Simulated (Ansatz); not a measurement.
VBrO:
```
VBrO
1.0
    3.41837     0.00000     0.00000
    0.00000     3.75351     0.00000
    0.00000     0.00000     8.50285
V Br O
2 2 2
Direct
  0.50000   0.50000   0.39438
  0.00000   0.00000   0.60562
  0.00000   0.50000   0.17699
  0.50000   0.00000   0.82301
  0.50000   0.00000   0.46158
  0.00000   0.50000   0.53842
```
The run is spin-polarised; directions of the spins, atom by atom: ↑ ↑ 0 0 0 0.

Relaxed with r²SCAN+D4.

Task: Tabulate the valence density and the electron localisation function along the shortest V–Br contact (2.52 Å), DFT-r²SCAN+D4 in the program Ansatz with PAW potentials.

Result: 

| distance from V (Å) | density (e/Å³) | ELF |
|---|---|---|
| 0.25 | 12.99 | 0.72 |
| 0.38 | 9.25 | 0.73 |
| 0.50 | 5.58 | 0.68 |
| 0.63 | 2.83 | 0.53 |
| 0.76 | 1.25 | 0.29 |
| 0.88 | 0.58 | 0.13 |
| 1.01 | 0.39 | 0.10 |
| 1.13 | 0.37 | 0.25 |
| 1.26 | 0.43 | 0.57 |
| 1.38 | 0.55 | 0.79 |
| 1.51 | 0.73 | 0.86 |
| 1.64 | 0.95 | 0.88 |
| 1.76 | 1.15 | 0.85 |
| 1.89 | 1.21 | 0.71 |
| 2.01 | 1.05 | 0.37 |
| 2.14 | 0.72 | 0.07 |
| 2.27 | 0.36 | 0.00 |

The density is the valence pseudo-density with augmentation charge, so density and ELF within about 1 Å of a nucleus are not all-electron values.

Space group Pmmn. The workflow started from a Materials Project entry (that database holds measured and hypothetical structures alike); the Crystallography Open Database files this formula in space group No. 59, but the cells were not matched. Whether it is the stable phase at ambient conditions was not checked. The r²SCAN+D4 relaxation kept the symmetry of its start; whether a distortion lowers the energy is not shown. Spin order of the final state: ferromagnetic, the only order run, not a proven ground state. Other orbital occupations within this spin state were not tried. No Hubbard U is applied.

Potentials: the later of the program's two PAW sets.
